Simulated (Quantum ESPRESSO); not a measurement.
Mg₂AlO₃F (made-up cell, one site empty), AlInGa₂P₄ (made-up cell) (calculated)

All values are calculated (Quantum ESPRESSO 7.5). Calculation on a made-up crystal cell, not a measurement: periodic Kohn-Sham density functional theory in plane waves with PseudoDojo standard norm-conserving scalar-relativistic pseudopotentials, each functional with its own files (v0.5 for PBE, v0.4.1 for LDA and PBEsol), no spin polarisation, no spin-orbit coupling, atoms not relaxed, stress positive in tension, energies less a fixed whole-eV offset for each atom's element; levels are Kohn-Sham levels at fractions of this cell's reciprocal vectors, counted from the reference band (half the neutral cell's valence electrons, rounded up) at Gamma; error bars cover cutoff and k-mesh only, not smearing or the files; each bar is the largest change over components, and at least 0.002 eV, 0.002 eV per angstrom or 0.02 GPa; added strain carries the atoms with the cell, and shear is the tensor component; energies are for the whole cell, and the offsets were chosen from early runs and are not element reference energies.

Settings shared by all entries: lattice type zincblende/diamond; functional pbe; fermi dirac smearing 0.025 eV; scf tolerance 1e-07 eV; electrons removed 0; added strain kind biaxial xx and yy; k mesh 4 x 4 x 4, shifted by half a step.

(1) Mg₂AlO₃F (made-up cell, one site empty)

Unstrained structure:
```cif
# cell vector a (Å): 4.5224 0.0000 0.0000
# cell vector b (Å): 0.0000 4.5224 0.0000
# cell vector c (Å): 0.0000 0.0000 4.5224
data_Mg2AlO3F
_symmetry_space_group_name_H-M 'P 1'
_symmetry_Int_Tables_number 1
_cell_length_a 4.5224
_cell_length_b 4.5224
_cell_length_c 4.5224
_cell_angle_alpha 90.000
_cell_angle_beta 90.000
_cell_angle_gamma 90.000
_cell_volume 92.49
loop_
_atom_site_label
_atom_site_type_symbol
_atom_site_fract_x
_atom_site_fract_y
_atom_site_fract_z
_atom_site_occupancy
Mg1 Mg 0.99965 0.50223 0.50122 1
Mg2 Mg 0.50248 0.00334 0.49140 1
Al1 Al 0.50475 0.50035 0.99116 1
O1 O 0.24467 0.24821 0.25091 1
O2 O 0.24569 0.75077 0.75376 1
O3 O 0.74328 0.24856 0.74991 1
F1 F 0.73488 0.75641 0.25117 1
```

- empty site: 1
- cutoff: 1143 eV
- added strain: 0.0242
- structure shown: before the added strain of 0.0242
- free energy less offsets: 6.264 eV
- scf iterations: 11
- smearing term minus ts: 0 eV
- pressure: -10.68 GPa
- stress xx: 10.91 GPa
- stress yy: 10.94 GPa
- stress zz: 10.19 GPa
- stress yz: -3.379 GPa
- stress xz: -2.527 GPa
- stress xy: 0.6326 GPa
- reference band: 24
- error bar energy: 0.002 eV
- error bar stress: 0.03097 GPa
- error bar force: 0.003531 eV/Å
- error bar next band up: 0.002 eV
- error bars from: tighter rerun of this cell

Atoms:
```csv
atoms element,atom site,atom energy offset (eV)
Mg,2,-1617
Mg,3,-1617
Al,4,-64
O,5,-452
O,6,-452
O,7,-452
F,8,-677
```

Forces:
```csv
site,x (eV/Å),y (eV/Å),z (eV/Å)
2,0.8489,-0.7995,0.6531
3,-1.37,0.8671,1.177
4,-2.268,-1.665,-1.432
5,2.203,2.305,-1.014
6,2.461,-1.685,0.6724
7,-1.479,2.456,0.8468
8,-0.3962,-1.48,-0.9025
```

Levels:
```csv
level k point,next band up (eV)
Gamma,1.982
"(1/2,1/2,1/2)",4.781
"(0.15,0,0)",2.365
"(0,0.15,0)",2.354
"(0,0,0.15)",2.38
```

(2) AlInGa₂P₄ (made-up cell)

Unstrained structure:
```cif
# cell vector a (Å): 5.7735 0.0000 0.0000
# cell vector b (Å): 0.0000 5.7735 0.0000
# cell vector c (Å): 0.0000 0.0000 5.7735
data_AlInGa2P4
_symmetry_space_group_name_H-M 'P 1'
_symmetry_Int_Tables_number 1
_cell_length_a 5.7735
_cell_length_b 5.7735
_cell_length_c 5.7735
_cell_angle_alpha 90.000
_cell_angle_beta 90.000
_cell_angle_gamma 90.000
_cell_volume 192.45
loop_
_atom_site_label
_atom_site_type_symbol
_atom_site_fract_x
_atom_site_fract_y
_atom_site_fract_z
_atom_site_occupancy
Ga1 Ga 0.97397 0.00291 0.00920 1
In1 In 0.99030 0.51160 0.49625 1
Ga2 Ga 0.49428 0.99738 0.48851 1
Al1 Al 0.50585 0.49240 0.99922 1
P1 P 0.23209 0.24671 0.26007 1
P2 P 0.24808 0.75573 0.73837 1
P3 P 0.74031 0.23277 0.76311 1
P4 P 0.75992 0.71629 0.25718 1
```

- cutoff: 1088 eV
- added strain: -0.0239
- structure shown: before the added strain of -0.0239
- free energy less offsets: -0.9609 eV
- scf iterations: 10
- smearing term minus ts: 0 eV
- pressure: 0.02007 GPa
- stress xx: -0.5443 GPa
- stress yy: -0.1346 GPa
- stress zz: 0.6186 GPa
- stress yz: 1.159 GPa
- stress xz: -3.038 GPa
- stress xy: 2.236 GPa
- error bar energy: 0.007953 eV
- error bar stress: 0.02 GPa
- error bar force: 0.002 eV/Å
- error bars from: tighter rerun of this cell

Atoms:
```csv
atoms element,atom site,atom energy offset (eV)
Ga,1,-2080
In,2,-1808
Ga,3,-2080
Al,4,-64
P,5,-189
P,6,-189
P,7,-189
P,8,-189
```

Forces:
```csv
site,x (eV/Å),y (eV/Å),z (eV/Å)
1,1.026,-0.6814,0.06153
2,1.508,-2.135,2.773
3,0.03596,-0.2537,0.2454
4,-0.9402,-0.03253,-0.0461
5,1.326,-0.7459,-1.442
6,0.8245,0.4886,1.706
7,-0.5879,0.1811,-0.4118
8,-3.193,3.179,-2.886
```

(3) AlInGa₂P₄ (made-up cell)

Structure as in entry 2.

- cutoff: 1088 eV
- added strain: -0.0207
- structure shown: before the added strain of -0.0207
- free energy less offsets: -0.9615 eV
- scf iterations: 10
- smearing term minus ts: 0 eV
- pressure: -0.4188 GPa
- stress xx: -0.03951 GPa
- stress yy: 0.3636 GPa
- stress zz: 0.9324 GPa
- stress yz: 1.134 GPa
- stress xz: -2.95 GPa
- stress xy: 2.185 GPa
- error bar energy: 0.007953 eV
- error bar stress: 0.02 GPa
- error bar force: 0.002 eV/Å
- error bars from: tighter rerun of a related cell

Atoms:
```csv
atoms element,atom site,atom energy offset (eV)
Ga,1,-2080
In,2,-1808
Ga,3,-2080
Al,4,-64
P,5,-189
P,6,-189
P,7,-189
P,8,-189
```

Forces:
```csv
site,x (eV/Å),y (eV/Å),z (eV/Å)
1,1.014,-0.6695,0.05906
2,1.499,-2.109,2.723
3,0.0257,-0.2518,0.251
4,-0.9232,-0.03827,-0.04548
5,1.308,-0.7323,-1.417
6,0.8116,0.4748,1.674
7,-0.5811,0.1847,-0.4013
8,-3.153,3.141,-2.844
```

(4) AlInGa₂P₄ (made-up cell)

Structure as in entry 2.

- cutoff: 1088 eV
- added strain: -0.0165
- structure shown: before the added strain of -0.0165
- free energy less offsets: -0.9569 eV
- scf iterations: 10
- smearing term minus ts: 0 eV
- pressure: -0.9725 GPa
- stress xx: 0.5996 GPa
- stress yy: 0.9928 GPa
- stress zz: 1.325 GPa
- stress yz: 1.102 GPa
- stress xz: -2.836 GPa
- stress xy: 2.12 GPa
- error bar energy: 0.007953 eV
- error bar stress: 0.02 GPa
- error bar force: 0.002 eV/Å
- error bars from: tighter rerun of a related cell

Atoms:
```csv
atoms element,atom site,atom energy offset (eV)
Ga,1,-2080
In,2,-1808
Ga,3,-2080
Al,4,-64
P,5,-189
P,6,-189
P,7,-189
P,8,-189
```

Forces:
```csv
site,x (eV/Å),y (eV/Å),z (eV/Å)
1,0.9984,-0.6528,0.05567
2,1.487,-2.074,2.66
3,0.01113,-0.2487,0.2584
4,-0.9022,-0.04542,-0.0447
5,1.284,-0.7154,-1.384
6,0.7953,0.4567,1.631
7,-0.5726,0.189,-0.3873
8,-3.102,3.091,-2.789
```

(5) AlInGa₂P₄ (made-up cell)

Structure as in entry 2.

* cutoff: 1088 eV
* added strain: -0.0139
* structure shown: before the added strain of -0.0139
* free energy less offsets: -0.951 eV
* scf iterations: 10
* smearing term minus ts: 0 eV
* pressure: -1.304 GPa
* stress xx: 0.9832 GPa
* stress yy: 1.37 GPa
* stress zz: 1.558 GPa
* stress yz: 1.081 GPa
* stress xz: -2.767 GPa
* stress xy: 2.081 GPa
* error bar energy: 0.007953 eV
* error bar stress: 0.02 GPa
* error bar force: 0.002 eV/Å
* error bars from: tighter rerun of a related cell

Atoms:
```csv
atoms element,atom site,atom energy offset (eV)
Ga,1,-2080
In,2,-1808
Ga,3,-2080
Al,4,-64
P,5,-189
P,6,-189
P,7,-189
P,8,-189
```

Forces:
```csv
site,x (eV/Å),y (eV/Å),z (eV/Å)
1,0.9886,-0.6436,0.0538
2,1.479,-2.052,2.62
3,0.00276,-0.2476,0.263
4,-0.8894,-0.04949,-0.04425
5,1.27,-0.705,-1.365
6,0.7851,0.4455,1.605
7,-0.5673,0.1916,-0.379
8,-3.069,3.06,-2.754
```

(6) AlInGa₂P₄ (made-up cell)

Structure as in entry 2.

* cutoff: 1088 eV
* added strain: 0.0024
* structure shown: before the added strain of 0.0024
* pressure: ?

Atoms:
```csv
atoms element,atom site,atom energy offset (eV)
Ga,1,-2080
In,2,-1808
Ga,3,-2080
Al,4,-64
P,5,-189
P,6,-189
P,7,-189
P,8,-189
```

To be estimated
1. AlInGa₂P₄ (made-up cell) (entry 6): pressure?

Calculated values
1. -3.194 GPa

Further results for AlInGa₂P₄ (made-up cell) (entry 6):

* free energy less offsets: -0.8619 eV
* scf iterations: 11
* smearing term minus ts: 0 eV
* stress xx: 3.185 GPa
* stress yy: 3.538 GPa
* stress zz: 2.859 GPa
* stress yz: 0.9602 GPa
* stress xz: -2.358 GPa
* stress xy: 1.848 GPa
* error bar energy: 0.007953 eV
* error bar stress: 0.02 GPa
* error bar force: 0.002 eV/Å
* error bars from: tighter rerun of a related cell

Forces:
```csv
site,x (eV/Å),y (eV/Å),z (eV/Å)
1,0.9281,-0.5836,0.04134
2,1.43,-1.919,2.384
3,-0.04765,-0.2373,0.2913
4,-0.8101,-0.07403,-0.03997
5,1.183,-0.6408,-1.247
6,0.7259,0.3807,1.45
7,-0.5343,0.2057,-0.3294
8,-2.874,2.868,-2.55
```
